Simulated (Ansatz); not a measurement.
# MoS2 with phosphorus replacing Mo: gradients before and after relaxing the atoms

Start: a supercell of MoS2 (space group P6_3/mmc) built from a structure deposited in the COD, with all atoms left at the host's positions.

```cif
data_structure
_symmetry_space_group_name_H-M 'P 1'
_symmetry_Int_Tables_number 1
_cell_length_a 9.5070
_cell_length_b 9.5070
_cell_length_c 12.3240
_cell_angle_alpha 90.000
_cell_angle_beta 90.000
_cell_angle_gamma 120.000
_cell_volume 964.65
loop_
_atom_site_label
_atom_site_type_symbol
_atom_site_fract_x
_atom_site_fract_y
_atom_site_fract_z
_atom_site_occupancy
P1 P 0.11111 0.22222 0.25000 1
Mo2 Mo 0.11111 0.55556 0.25000 1
Mo3 Mo 0.11111 0.88889 0.25000 1
Mo4 Mo 0.44444 0.22222 0.25000 1
Mo5 Mo 0.44444 0.55556 0.25000 1
Mo6 Mo 0.44444 0.88889 0.25000 1
Mo7 Mo 0.77778 0.22222 0.25000 1
Mo8 Mo 0.77778 0.55556 0.25000 1
Mo9 Mo 0.77778 0.88889 0.25000 1
Mo10 Mo 0.22222 0.11111 0.75000 1
Mo11 Mo 0.22222 0.44444 0.75000 1
Mo12 Mo 0.22222 0.77778 0.75000 1
Mo13 Mo 0.55556 0.11111 0.75000 1
Mo14 Mo 0.55556 0.44444 0.75000 1
Mo15 Mo 0.55556 0.77778 0.75000 1
Mo16 Mo 0.88889 0.11111 0.75000 1
Mo17 Mo 0.88889 0.44444 0.75000 1
Mo18 Mo 0.88889 0.77778 0.75000 1
S19 S 0.11111 0.22222 0.62300 1
S20 S 0.11111 0.55556 0.62300 1
S21 S 0.11111 0.88889 0.62300 1
S22 S 0.44444 0.22222 0.62300 1
S23 S 0.44444 0.55556 0.62300 1
S24 S 0.44444 0.88889 0.62300 1
S25 S 0.77778 0.22222 0.62300 1
S26 S 0.77778 0.55556 0.62300 1
S27 S 0.77778 0.88889 0.62300 1
S28 S 0.22222 0.11111 0.12300 1
S29 S 0.22222 0.44444 0.12300 1
S30 S 0.22222 0.77778 0.12300 1
S31 S 0.55556 0.11111 0.12300 1
S32 S 0.55556 0.44444 0.12300 1
S33 S 0.55556 0.77778 0.12300 1
S34 S 0.88889 0.11111 0.12300 1
S35 S 0.88889 0.44444 0.12300 1
S36 S 0.88889 0.77778 0.12300 1
S37 S 0.11111 0.22222 0.87700 1
S38 S 0.11111 0.55556 0.87700 1
S39 S 0.11111 0.88889 0.87700 1
S40 S 0.44444 0.22222 0.87700 1
S41 S 0.44444 0.55556 0.87700 1
S42 S 0.44444 0.88889 0.87700 1
S43 S 0.77778 0.22222 0.87700 1
S44 S 0.77778 0.55556 0.87700 1
S45 S 0.77778 0.88889 0.87700 1
S46 S 0.22222 0.11111 0.37700 1
S47 S 0.22222 0.44444 0.37700 1
S48 S 0.22222 0.77778 0.37700 1
S49 S 0.55556 0.11111 0.37700 1
S50 S 0.55556 0.44444 0.37700 1
S51 S 0.55556 0.77778 0.37700 1
S52 S 0.88889 0.11111 0.37700 1
S53 S 0.88889 0.44444 0.37700 1
S54 S 0.88889 0.77778 0.37700 1
```

Atoms are numbered from 1 in the order listed; like atoms form one site, named after its first atom.

Method: Kohn–Sham DFT in Ansatz, PBE, plane waves and PAW, scalar-relativistic, 420 eV cutoff, Γ-centred 3×3×2 k-points, Fermi–Dirac smearing 0.01 eV, cell charge +1.

The largest force at the start is 0.85 eV/Å. Relaxing the ions at fixed cell moves them by 0.086 Å at most (atom 46, S) and 0.037 Å rms.

```csv
site,atom,moved (Å),first shell before,first shell after,V_zz before (10²¹ V/m²),η before
P,1,0.000,6 S at 2.41 Å,6 S at 2.34 Å,-1.29,0.00
Mo2,2,0.063,6 S at 2.41 Å,6 S at 2.39–2.41 Å,-8.75,0.27
Mo6,6,0.000,6 S at 2.41 Å,6 S at 2.41 Å,-8.34,0.00
Mo8,8,0.000,6 S at 2.41 Å,6 S at 2.41 Å,-8.62,0.00
Mo14,14,0.001,6 S at 2.41 Å,6 S at 2.40 Å,-7.05,0.01
S20,20,0.005,3 Mo at 2.41 Å,3 Mo at 2.40 Å,-4.90,0.01
S26,26,0.007,3 Mo at 2.41 Å,3 Mo at 2.40 Å,-4.88,0.00
S28,28,0.086,"2 Mo at 2.41 Å, 1 P at 2.41 Å","1 P at 2.34 Å, 2 Mo at 2.40 Å",-4.75,0.92
S30,30,0.033,3 Mo at 2.41 Å,3 Mo at 2.39–2.41 Å,-4.70,0.15
S32,32,0.008,3 Mo at 2.41 Å,3 Mo at 2.41 Å,-5.54,0.01
```

Task: How do the gradients change?

Result: 

| site | atom | V_zz after | η after | change of V_zz |
| --- | --- | --- | --- | --- |
| P | 1 | -1.64 | 0.00 | -0.35 |
| Mo2 | 2 | -8.87 | 0.46 | -0.12 |
| Mo6 | 6 | -7.35 | 0.00 | +0.99 |
| Mo8 | 8 | -8.40 | 0.00 | +0.22 |
| Mo14 | 14 | -7.20 | 0.01 | -0.15 |
| S20 | 20 | -5.02 | 0.00 | -0.12 |
| S26 | 26 | -5.02 | 0.00 | -0.14 |
| S28 | 28 | -6.21 | 0.80 | -1.46 |
| S30 | 30 | -4.48 | 0.22 | +0.22 |
| S32 | 32 | -5.76 | 0.19 | -0.22 |

The largest change of V_zz is on S28, from -4.75 to -6.21. In per cent, |V_zz| changes by -12 to +2 on Mo, -5 to +31 on S (all sites that start above 2). Where |V_zz| stays above 0.1 and the axes keep their order, η moves most on Mo2, from 0.27 to 0.46. On S30 V_xx and V_yy change places (or their axes turn by over 50°), so the two values of η hide a larger change. The table leaves out 4 of the 14 sites, with |V_zz| up to 7.29; their tensors move by 0.12 at most along any direction. The statements above cover all sites. The host's own positions weren't relaxed first, so part of the change far from the defect can be the host's relaxation.

The run isn't spin-polarised, and a state with spin may lie lower. The defect repeats with the cell of 54 atoms, so it feels its images: sites between two images don't show the values beside a lone defect, and zeros or small values of η there can come from the images' arrangement. Mo and S carry a gradient in the pure host already, so the values there aren't the defect's effect alone. A uniform background compensates the cell's charge. The defect cell has no gap above 0.1 eV on its mesh, so the values can hang on the smearing and the k-mesh. Without spin–orbit coupling (the program notes it for Mo) the gradients can shift somewhat, as the gap is small.
Before: The neighbours have not yet relaxed around the defect (largest force 0.85 eV/Å), so a real crystal will differ.
After: The relaxation keeps the site symmetry -6m2 of the start, so the impurity can't leave its site; a distortion that would localise the partly filled state isn't explored.
